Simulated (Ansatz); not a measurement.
CaSe:
```
CELL_PARAMETERS angstrom
      0.00000     2.93407     2.93407
      2.93407     0.00000     2.93407
      2.93407     2.93407     0.00000
ATOMIC_POSITIONS crystal
  Ca 0.00000 0.00000 0.00000
  Se 0.50000 0.50000 0.50000
```

Relaxed with PBEsol. Special points in fractions of this cell's reciprocal vectors: Γ (0.000, 0.000, 0.000); X (0.500, 0.000, 0.500); U (0.625, 0.250, 0.625); K (0.375, 0.375, 0.750); L (0.500, 0.500, 0.500); W (0.500, 0.250, 0.750).

List the band energies nearest the valence-band maximum at these points for PBEsol in the plane-wave PAW code Ansatz.

In eV from the valence-band maximum; about four levels below and three above (degenerate sets whole), none deeper than 8.9 eV; points with the same levels are listed once.

```
k              below                above
-  -----------------  -------------------
Γ     0.00 0.00 0.00  3.31 3.65 3.65 3.65
X  -2.62 -0.97 -0.97       1.88 5.05 5.08
U  -2.35 -2.14 -1.16  3.19 5.74 5.77 5.77
L  -3.42 -1.26 -1.26  4.42 5.51 5.55 5.55
W  -2.07 -2.07 -1.75       4.37 4.37 5.27
```

Space group Fm-3m (rock salt). The cell was relaxed with PBEsol under the symmetry of its start. Spin–orbit coupling is left out wherever it is not named.

Potentials: the later of the program's two PAW sets.
